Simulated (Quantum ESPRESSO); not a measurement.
NbHf2O5F3, one run as intended and one with a planted mistake

A calculation, not a measurement. The program is pw.x of Quantum ESPRESSO 7.5 (plane-wave density functional theory). The cell is made up: 11 atoms on a rutile lattice with one site empty, with randomly drawn elements, strain and displacements, not relaxed. PseudoDojo standard norm-conserving files (v0.5 for PBE, v0.4.1 for LDA and PBEsol) set the functional; there is no spin polarisation, spin-orbit coupling or dispersion term, and the masses in the input are unused placeholders.

The hafnium pseudopotential is less sure than the others, with forces about 3 percent (worst 6) and pressure in oxides about 1.5 GPa (worst 2.7) from a second method in checks, which no rerun with the same files tests.

Intended input:

```
&control calculation='scf', pseudo_dir='./dojo.nc.sr.pbe.v0_5.standard.upf', outdir='./o', disk_io='medium', tprnfor=.true., tstress=.true. /
&system ibrav=0, nat=11, ntyp=4, nbnd=50, ecutwfc=84.00895049, nosym=.true., tot_charge=0,
 occupations='smearing', smearing='fd', degauss=0.0018374661
/
&electrons conv_thr=7.350e-09, electron_maxstep=60, /
ATOMIC_SPECIES
F 1.0 F.upf
Hf 1.0 Hf.upf
Nb 1.0 Nb.upf
O 1.0 O.upf
CELL_PARAMETERS angstrom
4.7369 0.0513 -0.0399
0.0513 4.7368 0.0156
-0.0523 0.0204 6.1474
ATOMIC_POSITIONS angstrom
Nb 2.4239 2.4553 1.525
Hf -0.0002 0.0419 3.0142
Hf 2.4346 2.408 4.5047
O 1.4066 1.4126 -0.0341
F 3.3032 3.2929 -0.0874
F 3.7678 1.0523 1.4232
O 0.9802 3.7128 1.522
O 1.4312 1.359 2.9241
O 3.2974 3.3818 2.9904
F 3.8374 0.9808 4.5216
O 0.9315 3.6603 4.6086
K_POINTS automatic
5 5 4 1 1 1
```

The log is shortened where brackets say so; the opening notice, blank lines, dates and the lines on written files are dropped, and the path of the files is cut. It prints rydbergs, bohrs and kilobars, and counts compression as positive stress. Where no state is partly filled, the Fermi energy that it prints is only some level between the filled and the empty states on the mesh, and need not lie in the true gap.

Log of the intended run:

```
     Program PWSCF v.7.5
     Parallel version (MPI & OpenMP), running on       1 processor cores
     Number of MPI processes:                 1
     Threads/MPI process:                     1
     [start-up lines left out]
     bravais-lattice index     =            0
     lattice parameter (alat)  =       8.9523  a.u.
     unit-cell volume          =     930.6369 (a.u.)^3
     number of atoms/cell      =           11
     number of atomic types    =            4
     number of electrons       =        88.00
     number of Kohn-Sham states=           50
     kinetic-energy cutoff     =      84.0090  Ry
     charge density cutoff     =     336.0358  Ry
     scf convergence threshold =      7.3E-09
     mixing beta               =       0.7000
     number of iterations used =            8  plain     mixing
     Exchange-correlation= PBE
                           (   1   4   3   4   0   0   0)
     [axes and pseudopotential details left out]
   Cartesian axes
     site n.     atom                  positions (alat units)
         1        Nb     tau(   1) = (   0.5116578   0.5182860   0.3219102  )
         2        Hf     tau(   2) = (  -0.0000422   0.0088446   0.6362635  )
         3        Hf     tau(   3) = (   0.5139165   0.5083015   0.9508911  )
         4        O      tau(   4) = (   0.2969173   0.2981838  -0.0071981  )
         5        F      tau(   5) = (   0.6972681   0.6950939  -0.0184491  )
         6        F      tau(   6) = (   0.7953399   0.2221286   0.3004214  )
         7        O      tau(   7) = (   0.2069091   0.7837300   0.3212769  )
         8        O      tau(   8) = (   0.3021101   0.2868695   0.6172444  )
         9        O      tau(   9) = (   0.6960438   0.7138596   0.6312395  )
        10        F      tau(  10) = (   0.8100316   0.2070358   0.9544585  )
        11        O      tau(  11) = (   0.1966291   0.7726478   0.9728232  )
     number of k points=    50  Fermi-Dirac smearing, width (Ry)=  0.0018
                       cart. coord. in units 2pi/alat
        k(    1) = (   0.0997572   0.0986122   0.0968497), wk =   0.0400000
        k(    2) = (   0.1013872   0.0979600   0.2895222), wk =   0.0400000
     [further k points left out]
     Dense  grid:    96799 G-vectors     FFT dimensions: (  54,  54,  72)
     Estimated max dynamical RAM per process >     158.76 MB
     Initial potential from superposition of free atoms
     starting charge      87.9939, renormalised to      88.0000
     Starting wfcs are   62 randomized atomic wfcs
     total cpu time spent up to now is       25.3 secs
     per-process dynamical memory:    96.3 Mb
     Self-consistent Calculation
     iteration #  1     ecut=    84.01 Ry     beta= 0.70
     Davidson diagonalization with overlap
     ethr =  1.00E-02,  avg # of iterations =  2.0
     total cpu time spent up to now is       70.5 secs
     total energy              =    -662.02674793 Ry
     estimated scf accuracy    <       4.79979122 Ry
     iteration #  2     ecut=    84.01 Ry     beta= 0.70
     Davidson diagonalization with overlap
     ethr =  5.45E-03,  avg # of iterations =  6.4
     total cpu time spent up to now is      155.9 secs
     total energy              =    -658.11534423 Ry
     estimated scf accuracy    <      41.39095189 Ry
     [iterations 3 to 14 left out]
     iteration # 15     ecut=    84.01 Ry     beta= 0.70
     Davidson diagonalization with overlap
     ethr =  2.45E-10,  avg # of iterations =  3.3
     total cpu time spent up to now is      860.0 secs
     total energy              =    -664.57790717 Ry
     estimated scf accuracy    <       0.00000001 Ry
     iteration # 16     ecut=    84.01 Ry     beta= 0.70
     Davidson diagonalization with overlap
     ethr =  1.47E-11,  avg # of iterations =  4.9
     total cpu time spent up to now is      926.8 secs
     End of self-consistent calculation
     [lines on levels left out]
     the Fermi energy is     9.3167 ev
!    total energy              =    -664.57790717 Ry
     estimated scf accuracy    <          4.3E-09 Ry
     smearing contrib. (-TS)   =      -0.00000000 Ry
     internal energy E=F+TS    =    -664.57790717 Ry
     The total energy is F=E-TS. E is the sum of the following terms:
     one-electron contribution =    -226.98166601 Ry
     hartree contribution      =     158.35934424 Ry
     xc contribution           =    -158.39414600 Ry
     ewald contribution        =    -437.56143940 Ry
     convergence has been achieved in  16 iterations
     Forces acting on atoms (cartesian axes, Ry/au):
     atom    1 type  3   force =    -0.30066512    0.01188018   -0.20069225
     atom    2 type  2   force =     0.11844241   -0.15021663    0.04159949
     atom    3 type  2   force =    -0.21005562    0.00726868    0.14038791
     atom    4 type  4   force =     0.13215822    0.08394199    0.05570166
     atom    5 type  1   force =     0.05439733    0.03836101    0.04225020
     atom    6 type  1   force =     0.03991509   -0.03920941    0.00281050
     atom    7 type  4   force =     0.04604932   -0.03122476    0.04284815
     atom    8 type  4   force =     0.08961536    0.05772832   -0.00193849
     atom    9 type  4   force =     0.03026223    0.00624537   -0.02645236
     atom   10 type  1   force =     0.00947120   -0.01766392    0.01141264
     atom   11 type  4   force =    -0.00959042    0.03288916   -0.10792745
     Total force =     0.548911     Total SCF correction =     0.000209
     Computing stress (Cartesian axis) and pressure
          total   stress  (Ry/bohr**3)                   (kbar)     P=       95.43
   0.00055231  -0.00014602  -0.00010596           81.25      -21.48      -15.59
  -0.00014602   0.00080566   0.00006382          -21.48      118.52        9.39
  -0.00010596   0.00006382   0.00058820          -15.59        9.39       86.53
     init_run     :     23.15s CPU     25.08s WALL (       1 calls)
     electrons    :    853.82s CPU    901.51s WALL (       1 calls)
     forces       :     12.27s CPU     12.37s WALL (       1 calls)
     stress       :     48.08s CPU     49.63s WALL (       1 calls)
     [timing details left out]
     PWSCF        :  15m37.74s CPU  16m29.43s WALL
     JOB DONE.
```

A second run has one planted mistake: the k-point mesh is too coarse. The input lines that differ, file-writing options aside:

```
- 5 5 4 1 1 1
+ 1 1 1 1 1 1
```

Its log:

```
     Program PWSCF v.7.5
     Parallel version (MPI & OpenMP), running on       1 processor cores
     Number of MPI processes:                 1
     Threads/MPI process:                     1
     [start-up lines left out]
     bravais-lattice index     =            0
     lattice parameter (alat)  =       8.9523  a.u.
     unit-cell volume          =     930.6369 (a.u.)^3
     number of atoms/cell      =           11
     number of atomic types    =            4
     number of electrons       =        88.00
     number of Kohn-Sham states=           50
     kinetic-energy cutoff     =      84.0090  Ry
     charge density cutoff     =     336.0358  Ry
     scf convergence threshold =      7.3E-09
     mixing beta               =       0.7000
     number of iterations used =            8  plain     mixing
     Exchange-correlation= PBE
                           (   1   4   3   4   0   0   0)
     [axes and pseudopotential details left out]
   Cartesian axes
     site n.     atom                  positions (alat units)
         1        Nb     tau(   1) = (   0.5116578   0.5182860   0.3219102  )
         2        Hf     tau(   2) = (  -0.0000422   0.0088446   0.6362635  )
         3        Hf     tau(   3) = (   0.5139165   0.5083015   0.9508911  )
         4        O      tau(   4) = (   0.2969173   0.2981838  -0.0071981  )
         5        F      tau(   5) = (   0.6972681   0.6950939  -0.0184491  )
         6        F      tau(   6) = (   0.7953399   0.2221286   0.3004214  )
         7        O      tau(   7) = (   0.2069091   0.7837300   0.3212769  )
         8        O      tau(   8) = (   0.3021101   0.2868695   0.6172444  )
         9        O      tau(   9) = (   0.6960438   0.7138596   0.6312395  )
        10        F      tau(  10) = (   0.8100316   0.2070358   0.9544585  )
        11        O      tau(  11) = (   0.1966291   0.7726478   0.9728232  )
     number of k points=     1  Fermi-Dirac smearing, width (Ry)=  0.0018
                       cart. coord. in units 2pi/alat
        k(    1) = (  -0.4979712  -0.4933870  -0.3879122), wk =   2.0000000
     Dense  grid:    96799 G-vectors     FFT dimensions: (  54,  54,  72)
     Estimated max dynamical RAM per process >     158.76 MB
     Initial potential from superposition of free atoms
     starting charge      87.9939, renormalised to      88.0000
     Starting wfcs are   62 randomized atomic wfcs
     total cpu time spent up to now is        2.8 secs
     per-process dynamical memory:    96.4 Mb
     Self-consistent Calculation
     iteration #  1     ecut=    84.01 Ry     beta= 0.70
     Davidson diagonalization with overlap
     ethr =  1.00E-02,  avg # of iterations =  2.0
     total cpu time spent up to now is        4.2 secs
     total energy              =    -661.98059287 Ry
     estimated scf accuracy    <       4.82597831 Ry
     iteration #  2     ecut=    84.01 Ry     beta= 0.70
     Davidson diagonalization with overlap
     ethr =  5.48E-03,  avg # of iterations =  6.0
     total cpu time spent up to now is        6.3 secs
     total energy              =    -657.99917295 Ry
     estimated scf accuracy    <      41.86835055 Ry
     [iterations 3 to 14 left out]
     iteration # 15     ecut=    84.01 Ry     beta= 0.70
     Davidson diagonalization with overlap
     ethr =  4.52E-10,  avg # of iterations =  2.0
     total cpu time spent up to now is       27.0 secs
     total energy              =    -664.54057182 Ry
     estimated scf accuracy    <       0.00000002 Ry
     iteration # 16     ecut=    84.01 Ry     beta= 0.70
     Davidson diagonalization with overlap
     ethr =  2.38E-11,  avg # of iterations = 17.0
     total cpu time spent up to now is       29.2 secs
     End of self-consistent calculation
     [lines on levels left out]
     the Fermi energy is     9.0992 ev
!    total energy              =    -664.54057183 Ry
     estimated scf accuracy    <          3.6E-09 Ry
     smearing contrib. (-TS)   =      -0.00000000 Ry
     internal energy E=F+TS    =    -664.54057183 Ry
     The total energy is F=E-TS. E is the sum of the following terms:
     one-electron contribution =    -227.10839551 Ry
     hartree contribution      =     158.56371506 Ry
     xc contribution           =    -158.43445198 Ry
     ewald contribution        =    -437.56143940 Ry
     convergence has been achieved in  16 iterations
     Forces acting on atoms (cartesian axes, Ry/au):
     atom    1 type  3   force =    -0.29490235    0.02837614   -0.19867648
     atom    2 type  2   force =     0.14729670   -0.17666346    0.04798219
     atom    3 type  2   force =    -0.19744230    0.02726966    0.15629111
     atom    4 type  4   force =     0.13711875    0.08043825    0.05145175
     atom    5 type  1   force =     0.04977239    0.03079963    0.04091750
     atom    6 type  1   force =     0.02939993   -0.02511401    0.02092175
     atom    7 type  4   force =     0.05086573   -0.03150920    0.06991553
     atom    8 type  4   force =     0.07820707    0.05010813   -0.02184384
     atom    9 type  4   force =     0.01169017   -0.01246342   -0.03894981
     atom   10 type  1   force =    -0.00011126   -0.00551164   -0.00277491
     atom   11 type  4   force =    -0.01189483    0.03426991   -0.12523479
     Total force =     0.563896     Total SCF correction =     0.000147
     Computing stress (Cartesian axis) and pressure
          total   stress  (Ry/bohr**3)                   (kbar)     P=      108.45
   0.00085794  -0.00019108  -0.00008605          126.21      -28.11      -12.66
  -0.00019108   0.00107285   0.00007866          -28.11      157.82       11.57
  -0.00008605   0.00007866   0.00028093          -12.66       11.57       41.33
     init_run     :      2.46s CPU      2.55s WALL (       1 calls)
     electrons    :     25.78s CPU     26.44s WALL (       1 calls)
     forces       :      0.61s CPU      0.63s WALL (       1 calls)
     stress       :      1.99s CPU      2.15s WALL (       1 calls)
     [timing details left out]
     PWSCF        :     31.06s CPU     32.02s WALL
     JOB DONE.
```

```
                                            intended run  run with the mistake
                          free energy (eV)     -9042.043             -9041.535
                    smearing term -TS (eV)        0.0000                0.0000
                            pressure (GPa)          9.54                 10.85
            largest force component (eV/Å)         7.730                 7.582
largest change of a force component (eV/Å)                               0.742
                                iterations            16                    16
```

For scale, a rerun of the intended cell at a cutoff of 1467 eV and k mesh 7 x 7 x 6 moved values by no more than 0.004 eV in energy, 0.03 GPa in stress and 0.002 eV/Å in force.